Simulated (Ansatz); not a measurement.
WC (rock salt, Fm-3m), r²SCAN in the plane-wave PAW code Ansatz, all energies at zero smearing, with the estimated change up to a 700 eV cutoff added, with one set of potentials and settings (totals compare only within such a set). Cell of 2 atoms (1 W, 1 C): -10648.341 eV.

| element | reference phase | E (eV/atom) |
|---|---|---|
| W | Im-3m, 1 atoms in the cell | -10397.2967 |
| C | P6_3/mmc, 4 atoms in the cell | -251.6711 |

Formation energy per atom, worked out: (-10648.341 − 1×(-10397.2967) − 1×(-251.6711))/2 = 0.313 eV/atom (30 kJ per mol of atoms), at 0 K, without zero-point energy or fitted corrections.

The first step of the workflow began from a Materials Project structure, measured or hypothetical; the Crystallography Open Database copy checked does not list it. It is not the phase usual at ambient conditions (space group No. 187). The cell was relaxed with r²SCAN under the symmetry of its start; of distortions, only those at the zone centre were tested. No spin polarisation was allowed. Its formation energy is positive at this level, so the cell may be metastable or incomplete. The references are the lowest solids computed at this level, not always the standard phases. Spin–orbit coupling is left out wherever it is not named.

Potentials: the later of the program's two PAW sets.
